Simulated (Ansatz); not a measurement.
Given:

CeBPd₃:
```xyz
5
Lattice="4.3757 0.0000 0.0000 0.0000 4.3757 0.0000 0.0000 0.0000 4.3757" Properties=species:S:1:pos:R:3 pbc="T T T"
Ce     0.0000     0.0000     0.0000
Pd     0.0000     2.1878     2.1878
Pd     2.1878     0.0000     2.1878
Pd     2.1878     2.1878     0.0000
B      2.1878     2.1878     2.1878
```
The run is spin-polarised; directions of the spins, atom by atom: ↑ 0 0 0 0.

This is the PBE-relaxed structure.

Question: All from plane-wave PAW PBE (Ansatz code), unless another level is named. Give the electronic character.

Answer: metallic (no gap).

Question: Give the density of states at the Fermi level.

Answer: 1.6 states/eV per atom (mean over ±0.08 eV).

Question: And the formation energy from the elements (no fitted shifts)?

Answer: -0.49 eV/atom.

Space group Pm-3m (cubic perovskite). The workflow started from an entry of the Crystallography Open Database (COD). Its standing as an ambient phase is unchecked. The cell keeps a stress of up to 0.2 GPa. Symmetry was held in the PBE relaxation; whether a distortion lowers the energy is not shown. Magnetic state: ferromagnetic, the only order run, not a proven ground state. The 4f shell is in the valence, and the state reached may lie above the lowest one. No Hubbard U is applied. The references are the lowest solids computed at this level, not always the standard phases. Spin–orbit coupling is left out wherever it is not named.

Potentials: the later of the program's two PAW sets.
